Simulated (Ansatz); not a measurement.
Scan of one atom of the cell for ZnCu (CsCl type)

Relaxed ZnCu (CsCl type):

```yaml
crystal:
  lattice:
    - [5.81657, 0.00000, 0.00000]
    - [0.00000, 2.90828, 0.00000]
    - [0.00000, 0.00000, 2.90828]
  atoms:
    - { symbol: Zn, position: [0.00000, 0.00000, 0.00000] }
    - { symbol: Zn, position: [0.50000, 0.00000, 0.00000] }
    - { symbol: Cu, position: [0.25000, 0.50000, 0.50000] }
    - { symbol: Cu, position: [0.75000, 0.50000, 0.50000] }
```

Scan: atom 3 (Cu, nearest neighbour Zn at 2.519 Å; its periodic images, 2.9 Å or more away, move with it) is displaced along Cartesian x, direction (1.000, 0.000, 0.000) in Cartesian axes, by s. The other atoms stay.

These are PBEsol (plane waves to 420 eV, PAW, scalar-relativistic; Ansatz, a first-principles code) values and carry that method's errors. k mesh 7×13×13 (Γ-centred), Fermi-Dirac smearing 0.05 eV. Energies are smeared free energies. Compression counts positive. With partly filled bands, energies and forces of such displacements shift with the k mesh and the smearing. F∥ is the force on the atom along that direction. ZnCu is run without spin polarisation. ZnCu was relaxed with its symmetry unable to fall. ΔE is measured from the undisplaced structure.

| s (Å) | ΔE (meV/cell) | F∥ (eV/Å) | P (GPa) |
|---|---|---|---|
| -0.760 | 1887 | 5.822 | 22.7 |
| -0.608 | 1139 | 4.110 | 14.3 |
| -0.456 | 615 | 2.836 | 7.9 |
| -0.304 | 266 | 1.788 | 3.5 |
| -0.152 | 65 | 0.865 | 0.8 |
| 0.000 | 0 | 0.000 | 0.0 |
| 0.152 | 65 | -0.865 | 0.8 |
| 0.304 | 266 | -1.788 | 3.5 |
| 0.456 | 615 | -2.836 | 7.9 |
| 0.608 | 1139 | -4.110 | 14.3 |
| 0.760 | 1887 | -5.822 | 22.7 |

Key numbers:

* **Energy at s = 0.760 Å**: 1887 meV/cell
* **Force along the line at s = -0.760 Å**: 5.82 eV/Å
* **Symmetry of the curve**: even: the same for both signs
* **Shape of the curve**: a single well with its minimum at or next to zero displacement
* **Force constant k = d²E/ds² at s = 0 (finite differences)**: 5.63 eV/Å²
* **Harmonic estimate at the end of the scan**: ½ks² = 1625 meV/cell against the computed 1887 meV/cell, so the well is stiffer than harmonic there

(A displaced cell: forces are minus the slopes of the energy, force constants its curvatures, and phonons follow from these.)
